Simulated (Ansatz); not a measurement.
Structure relaxation, MoS$_{2}$

The start is a generated cell, MoS2 placed in the marcasite structure type. A full variable-cell relaxation at zero pressure is run with r2SCAN (plane waves to 500 eV, PAW, scalar-relativistic; Ansatz, an electronic-structure program). The first steps use a coarse 5×4×6 k-mesh.

The start:
```yaml
crystal:
  lattice:
    - [4.79087, 0.00000, 0.00000]
    - [0.00000, 5.84722, 0.00000]
    - [0.00000, 0.00000, 3.65023]
  atoms:
    - { symbol: Mo, position: [0.00000, 0.00000, 0.00000] }
    - { symbol: Mo, position: [0.50000, 0.50000, 0.50000] }
    - { symbol: S, position: [0.20040, 0.37870, 0.00000] }
    - { symbol: S, position: [0.70040, 0.12130, 0.50000] }
    - { symbol: S, position: [0.29960, 0.87870, 0.50000] }
    - { symbol: S, position: [0.79960, 0.62130, 0.00000] }
```

### Question
What is the largest force in the starting geometry, and on which atom (counted from 1)?

### Answer
About 1.0 eV/Å, on S3, S4, S5, S6 (atoms numbered as listed).

### Question
By how much does the energy per atom fall from start to end?

### Answer
0.22 eV/atom.

### Question
How does the volume change?

### Answer
-2.1 %, from 17.04 to 16.69 Å³/atom.

### Question
How do the shortest distances between atoms change?

### Answer
The closest pairs of elements (up to four, under 3.6 Å), start → end: S–S 2.39 → 2.68 Å; Mo–S 2.41 → 2.39 Å; Mo–Mo 3.65 → 3.17 Å.

### Question
Is the relaxed structure metallic? Give its gap.

### Answer
Zero (metallic).

### Question
Give the final cell and atomic positions.

### Answer

```cif
data_Mo2S4
_chemical_formula_sum 'Mo2 S4'
_space_group_name_H-M_alt 'Pnnm'
_space_group_IT_number 58
_space_group_name_Hall '-P 2 2n'
_cell_length_a 5.25381
_cell_length_b 6.00463
_cell_length_c 3.17429
_cell_angle_alpha 90.000
_cell_angle_beta 90.000
_cell_angle_gamma 90.000
loop_
_space_group_symop_operation_xyz
  'x, y, z'
  '-x, -y, -z'
  '-x, -y, z'
  'x, y, -z'
  'x+1/2, -y+1/2, -z+1/2'
  '-x+1/2, y+1/2, z+1/2'
  '-x+1/2, y+1/2, -z+1/2'
  'x+1/2, -y+1/2, z+1/2'
loop_
_atom_site_label
_atom_site_type_symbol
_atom_site_symmetry_multiplicity
_atom_site_Wyckoff_symbol
_atom_site_fract_x
_atom_site_fract_y
_atom_site_fract_z
_atom_site_occupancy
Mo1 Mo 2 a 0.00000 0.00000 0.00000 1
S1 S 4 g 0.19701 0.35880 0.00000 1
```

The space group stays Pnnm (No. 58) (the run could not lower it); the end is AFLOW prototype AB2_oP6_58_a_g (as in Fe2C), with 6 atoms in the primitive cell. Final values are on a 9×8×15 k-mesh of the relaxed cell. No spin polarisation in the result.

The run could not lose the symmetry of its start; a randomly shaken copy of 12 atoms returns to this structure.

The relaxed structure here is a generated cell of MoS2: the first start was made by placing the elements on the sites of a structure type, and the end was not matched to a known phase here, so it may be hypothetical. Known forms of MoS2 include space group No. 160, 194.
